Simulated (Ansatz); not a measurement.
GaSb$_{3}$ (Fm-3m), a vibration from a frozen displacement

All numbers below come from Ansatz, DFT PBEsol+D3(BJ), scalar-relativistic, plane waves, PAW. Settings: plane waves to 420 eV, k-mesh 12×12×12 (Γ-centred), Gaussian smearing 0.15 eV. Spin–orbit coupling is left out, which matters for the heavy elements here. No spin polarisation. Energies are free energies at this smearing, counted from the undisturbed cell; pressure is positive in compression.

The undisturbed cell (relaxed at this level; with this scan's settings it stands at 0.5 GPa; it needn't be the usual structure):

```
Ga Sb
1.0
     0.00000    3.58550    3.58550
     3.58550    0.00000    3.58550
     3.58550    3.58550    0.00000
Ga Sb
1 3
Direct
  0.00000 0.00000 0.00000
  0.25000 0.25000 0.25000
  0.75000 0.75000 0.75000
  0.50000 0.50000 0.50000
```

Atom 1 (Ga) is moved by x along the Cartesian unit vector (0.000, 0.000, -1.000); the cell and all other atoms stay fixed. The cell's volume is 92.19 Å³; the moved atoms weigh 69.723 u together and the others 365.280 u. Some rows repeat others by symmetry and weren't run.

| x (Å) | ΔE (meV/cell) | total force on the moved atoms along the move (eV/Å) | pressure (GPa) |
| --- | --- | --- | --- |
| -0.3000 | 95.38 | 0.6432 | 1.2351 |
| -0.2500 | 65.97 | 0.5333 | 1.0039 |
| -0.2000 | 42.05 | 0.4238 | 0.8151 |
| -0.1500 | 23.57 | 0.3158 | 0.6678 |
| -0.1000 | 10.44 | 0.2094 | 0.5620 |
| 0.0000 | 0.00 | 0.0000 | 0.4768 |
| 0.1000 | 10.44 | -0.2094 | 0.5620 |
| 0.1500 | 23.57 | -0.3158 | 0.6678 |
| 0.2000 | 42.05 | -0.4238 | 0.8151 |
| 0.2500 | 65.97 | -0.5333 | 1.0039 |
| 0.3000 | 95.38 | -0.6432 | 1.2351 |

Task: What frequency belongs to this motion?

Result: The force constant is k = −dF/dx = 2.094 eV/Å², from the parabola through x = -0.1000, 0 and 0.1000. In every cell the moved atoms swing against the rest, so the mass is μ = m₁m₂/(m₁ + m₂) = 58.548 u, and ν̃ = 521.5 cm⁻¹ × √(|k|/μ) = 99 cm⁻¹. The pattern needn't be a normal mode: ν̃² is then a weighted mean of the squared nonzero frequencies at the zone centre of this cell, so it lies between the lowest and the highest of them.

Task: How far does the harmonic law reach?

Result: At x = -0.300 Å, kx²/2 = 94.23 meV against the computed 95.38 meV (+1.2 %): the well is still close to harmonic there.

Task: The pressure changes with x². What does that say about the frequency under compression?

Result: With E = k(V)x²/2, k ∝ V^(−2γ) and x scaling with the cell as V^(1/3), P − P0 = −∂E/∂V = (2γ − 2/3) ΔE/V. At x = 0.1500 Å, V(P − P0) = 92.19 × 0.19102 / 160.2 eV = 109.92 meV and ΔE = 23.57 meV, so γ = 1/3 + V(P − P0)/(2ΔE) = 2.67. This is the Grüneisen parameter of the motion under uniform scaling of the cell: shrinking the cell evenly by 1 % in volume raises the frequency by about 2.67 %.

In a metal these slopes depend on the k mesh and the smearing.

Cost: 6 runs of about 3.7 core-minutes in all, on Arm Neoverse V2 (shared hosts).